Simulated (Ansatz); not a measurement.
# Zn: strain energy, fitted

Zn, P6_3/mmc, a = 2.593 Å, c = 4.895 Å. Ansatz: PBEsol, PAW, 420 eV, Γ-centred 24×24×12 mesh on 2 atoms, Gaussian smearing 0.10 eV; no spin polarisation. Series: biaxial strain in the a-b plane, c and atoms relaxed; x is the strain in per cent. y is the free energy over the unstrained cell, V0 = 14.247 Å³/atom.

| x (%) | y (meV/atom) |
| --- | --- |
| -3.0 | ? |
| -2.0 | 11.25 |
| -1.0 | 3.21 |
| 0.0 | 0.00 |
| 1.0 | 1.13 |
| 2.0 | 3.82 |
| 3.0 | 5.48 |

Fit y = c2 x² + c3 x³ to the other rows, turn c2 into a modulus, and predict the missing energy.

Least squares on the rows shown. y = 1.9345 x² − 0.44662 x³. In eV per unit strain² c2 is 19.35; M is the biaxial modulus (E = M V0 ε²): 19.35 × 160.2 / (14.247) = 218 GPa. The unstrained cell keeps some stress along the strain, worth a slope of -0.63 meV/atom per %, which the form leaves out. With a term in x⁴ added, the coefficient of x² becomes 1.847, 5 % less, which shows how far this figure hangs on the form. At x = -3.0 the fit asked for gives 29.47 meV/atom. The run gave 23.66 meV/atom, so the fit is 5.81 meV/atom too high, 25 % of the span of the series, against an rms of 0.44 meV/atom on the fitted rows. The row lies outside the fitted range. With a term in x⁴ added, a fit to the same known rows predicts 30.54 meV/atom, no real gain.